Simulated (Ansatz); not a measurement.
GaNi₃N (anti-perovskite, Pm-3m) at seven volumes, DFT-PBE in the program Ansatz with PAW potentials, scaled uniformly. One row is withheld.

```json
[
 {"V (Å³/atom)": "9.864", "P (GPa)": "22.81"},
 {"V (Å³/atom)": "10.189", "P (GPa)": "13.86"},
 {"V (Å³/atom)": "10.514", "P (GPa)": "?"},
 {"V (Å³/atom)": "10.839", "P (GPa)": "-0.03"},
 {"V (Å³/atom)": "11.164", "P (GPa)": "-5.37"},
 {"V (Å³/atom)": "11.490", "P (GPa)": "-9.85"},
 {"V (Å³/atom)": "11.815", "P (GPa)": "-13.61"}
]
```

Q: Fit the shown pressures and predict the withheld one.

A: Third-order Birch–Murnaghan: P = (3/2)B₀(x^(7/2) − x^(5/2))[1 + (3/4)(B′ − 4)(x − 1)] with x = (V₀/V)^(2/3). Least squares on the six rows gives V₀ = 10.837 Å³/atom, B₀ = 193.6 GPa, B′ = 4.77. At V = 10.514, x = 1.0204 and P = 6.30 GPa. The run itself gave 6.32 GPa.

The cell is a constructed one: a structure type filled with these elements; neither database checked (COD, Materials Project) lists it. Whether it is the stable phase at ambient conditions was not checked. The PBE relaxation kept the symmetry of its start; whether a distortion lowers the energy is not shown. The workflow began spin-polarised and lost its moments.

Potentials: the later of the program's two PAW sets.
